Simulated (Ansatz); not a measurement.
AgCl (rock salt, space group No. 225), a = 5.612 Å, b = 5.612 Å, c = 5.612 Å, α = 90.00°, β = 90.00°, γ = 90.00°; the cell used has 2 atoms.

Relaxed with PBE.

Task: Which orbitals make up the states near the band edges in plane-wave PAW PBE (Ansatz code)?

Result: Top 1 eV of the valence band: Ag 4d 54 %, Cl 3p 43 %. Bottom 1 eV of the conduction band: Ag 5s 71 %, Cl 3s 17 %, Cl 3p 11 %. Projections are on Löwdin-orthogonalised atomic valence shells; empty p or d shells of many metals are not among them.

Task: Tabulate the density of states.

Result: States/eV per cell of 2 atoms, in 0.25 eV bins, energy from the valence-band maximum.

| E (eV) | total | Ag 4d | Cl 3p | Ag 5s |
|---|---|---|---|---|
| -7.87 | 0.00 | 0.00 | 0.00 | 0.00 |
| -7.62 | 0.00 | 0.00 | 0.00 | 0.00 |
| -7.37 | 0.00 | 0.00 | 0.00 | 0.00 |
| -7.12 | 0.00 | 0.00 | 0.00 | 0.00 |
| -6.87 | 0.00 | 0.00 | 0.00 | 0.00 |
| -6.62 | 0.00 | 0.00 | 0.00 | 0.00 |
| -6.37 | 0.00 | 0.00 | 0.00 | 0.00 |
| -6.12 | 0.00 | 0.00 | 0.00 | 0.00 |
| -5.87 | 0.00 | 0.00 | 0.00 | 0.00 |
| -5.62 | 0.00 | 0.00 | 0.00 | 0.00 |
| -5.37 | 0.00 | 0.00 | 0.00 | 0.00 |
| -5.12 | 0.00 | 0.00 | 0.00 | 0.00 |
| -4.87 | 0.36 | 0.05 | 0.23 | 0.07 |
| -4.62 | 1.54 | 0.25 | 1.02 | 0.27 |
| -4.37 | 3.19 | 0.59 | 2.16 | 0.42 |
| -4.12 | 2.13 | 0.34 | 1.60 | 0.16 |
| -3.87 | 5.88 | 2.29 | 3.50 | 0.05 |
| -3.62 | 5.01 | 1.84 | 3.09 | 0.04 |
| -3.37 | 2.96 | 1.07 | 1.84 | 0.02 |
| -3.12 | 2.01 | 0.70 | 1.28 | 0.01 |
| -2.87 | 0.73 | 0.30 | 0.43 | 0.00 |
| -2.62 | 0.21 | 0.13 | 0.08 | 0.00 |
| -2.37 | 1.91 | 1.77 | 0.12 | 0.00 |
| -2.12 | 8.43 | 8.18 | 0.20 | 0.01 |
| -1.87 | 9.86 | 9.16 | 0.59 | 0.07 |
| -1.62 | 6.97 | 5.57 | 1.20 | 0.15 |
| -1.37 | 2.71 | 1.85 | 0.76 | 0.06 |
| -1.12 | 2.34 | 1.45 | 0.78 | 0.06 |
| -0.87 | 2.23 | 1.29 | 0.85 | 0.05 |
| -0.62 | 2.06 | 1.12 | 0.87 | 0.03 |
| -0.37 | 1.98 | 1.04 | 0.91 | 0.01 |
| -0.12 | 1.47 | 0.75 | 0.71 | 0.00 |
| 0.13 | 0.00 | 0.00 | 0.00 | 0.00 |
| 0.38 | 0.00 | 0.00 | 0.00 | 0.00 |
| 0.63 | 0.00 | 0.00 | 0.00 | 0.00 |
| 0.88 | 0.00 | 0.00 | 0.00 | 0.00 |
| 1.13 | 0.01 | 0.00 | 0.00 | 0.01 |
| 1.38 | 0.03 | 0.00 | 0.00 | 0.02 |
| 1.63 | 0.05 | 0.00 | 0.01 | 0.03 |
| 1.88 | 0.07 | 0.00 | 0.01 | 0.05 |
| 2.13 | 0.08 | 0.00 | 0.01 | 0.06 |
| 2.38 | 0.11 | 0.00 | 0.02 | 0.07 |
| 2.63 | 0.24 | 0.00 | 0.03 | 0.18 |
| 2.88 | 0.37 | 0.00 | 0.05 | 0.28 |
| 3.13 | 0.51 | 0.00 | 0.07 | 0.38 |
| 3.38 | 0.73 | 0.01 | 0.12 | 0.53 |
| 3.63 | 0.87 | 0.01 | 0.14 | 0.62 |
| 3.88 | 0.92 | 0.01 | 0.15 | 0.65 |
| 4.13 | 1.09 | 0.01 | 0.18 | 0.74 |
| 4.38 | 1.12 | 0.01 | 0.17 | 0.68 |
| 4.63 | 0.96 | 0.01 | 0.14 | 0.53 |
| 4.88 | 0.83 | 0.00 | 0.12 | 0.43 |
| 5.13 | 0.02 | 0.00 | 0.00 | 0.01 |
| 5.38 | 0.00 | 0.00 | 0.00 | 0.00 |
| 5.63 | 0.43 | 0.00 | 0.04 | 0.12 |

Space group Fm-3m (rock salt). The PBE relaxation kept the symmetry of its start. The run is not spin-polarised. Scalar-relativistic: spin–orbit coupling is off unless named, which matters more the heavier the elements.

Potentials: the later of the program's two PAW sets.
